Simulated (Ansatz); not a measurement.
**Vibrational response of VMoSe4**

All numbers below come from DFT PBE, scalar-relativistic, plane waves, PAW in Ansatz. Plane waves to 420 eV; Γ-centred k mesh 12×12×4; Gaussian smearing of 0.20 eV. Collinear spin, site moments 0.9, 0.0, 0.0, 0.0, 0.0, 0.0 μB. Phonons by linear response, acoustic sum rule imposed.

Relaxed structure:
```yaml
crystal:
  lattice:
    - [3.32883, 0.00000, 0.00000]
    - [-1.66442, 2.88285, 0.00000]
    - [0.00000, 0.00000, 14.57791]
  atoms:
    - { symbol: V, position: [0.00000, 0.00000, 0.00000] }
    - { symbol: Mo, position: [0.33333, 0.66667, 0.50000] }
    - { symbol: Se, position: [0.00000, 0.00000, 0.61430] }
    - { symbol: Se, position: [0.33333, 0.66667, 0.10972] }
    - { symbol: Se, position: [0.00000, 0.00000, 0.38570] }
    - { symbol: Se, position: [0.33333, 0.66667, 0.89028] }
```

It was reached by relaxing an invented guess, and it needn't be the stable form of this composition. In a metal, frequencies depend on the k mesh and the smearing, soft modes most. No dispersion correction is applied, so modes and constants that involve weak contacts between layers, chains or molecules come out too soft.

(1) Is this structure stable against zone-centre distortions?

(2) List the optical modes at Γ (i marks imaginary ones).

## Answers

(1) Yes, at Γ: no optical mode is imaginary. Strains and other wave vectors aren't tested by this run.

(2)
| frequency (cm⁻¹) | degeneracy |
| --- | --- |
| 7 | 2 |
| 10 | 1 |
| 120 | 2 |
| 162 | 2 |
| 217 | 1 |
| 233 | 1 |
| 268 | 2 |
| 276 | 2 |
| 338 | 1 |
| 341 | 1 |
